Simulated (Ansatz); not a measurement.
W2N:
```yaml
crystal:
  lattice:
    - [2.79259, 0.00000, 0.00000]
    - [-1.39629, 2.41845, 0.00000]
    - [0.00000, 0.00000, 5.41207]
  atoms:
    - { symbol: N, position: [0.00000, 0.00000, 0.00000] }
    - { symbol: W, position: [0.33333, 0.66667, 0.26923] }
    - { symbol: W, position: [0.66667, 0.33333, 0.73077] }
```

Relaxed with r²SCAN. Special points in fractions of this cell's reciprocal vectors: Γ (0.000, 0.000, 0.000); M (0.500, 0.000, 0.000); K (0.333, 0.333, 0.000); A (0.000, 0.000, 0.500); L (0.500, 0.000, 0.500); H (0.333, 0.333, 0.500).

**Question.** List the band energies nearest the Fermi level at these points for r²SCAN with spin–orbit coupling in the plane-wave PAW code Ansatz.

**Answer.** In eV from the Fermi level; about four levels below and three above (degenerate sets whole), none deeper than 8.9 eV; points with the same levels are listed once.

```json
[
 {"k": "Γ", "below": "-0.91 -0.91 -0.08 -0.08", "above": "0.25 0.25 1.09 1.09"},
 {"k": "M", "below": "-2.25 -2.25 -1.45 -1.45", "above": "2.55 2.55 2.69 2.69"},
 {"k": "K", "below": "-0.15 -0.15 0.00 0.00", "above": "0.35 0.35 2.34 2.34"},
 {"k": "A", "below": "-1.23 -1.23 -0.95 -0.95", "above": "0.67 0.67 1.09 1.09"},
 {"k": "L", "below": "-2.70 -2.70 -2.11 -2.11", "above": "0.24 0.24 2.73 2.73"},
 {"k": "H", "below": "-2.78 -2.78 -0.53 -0.53", "above": "1.14 1.14 1.18 1.18"}
]
```

Space group P-3m1 (anti-CdI2 type). The cell is a constructed one: a structure type filled with these elements; neither database checked (COD, Materials Project) lists it. Its standing as an ambient phase is unchecked. The r²SCAN relaxation kept the symmetry of its start; its stability against distortions is not shown here. The run is not spin-polarised. With an odd number of electrons in the cell and no spin polarisation, the count alone makes it a metal.

Potentials: the earlier of the program's two PAW sets.
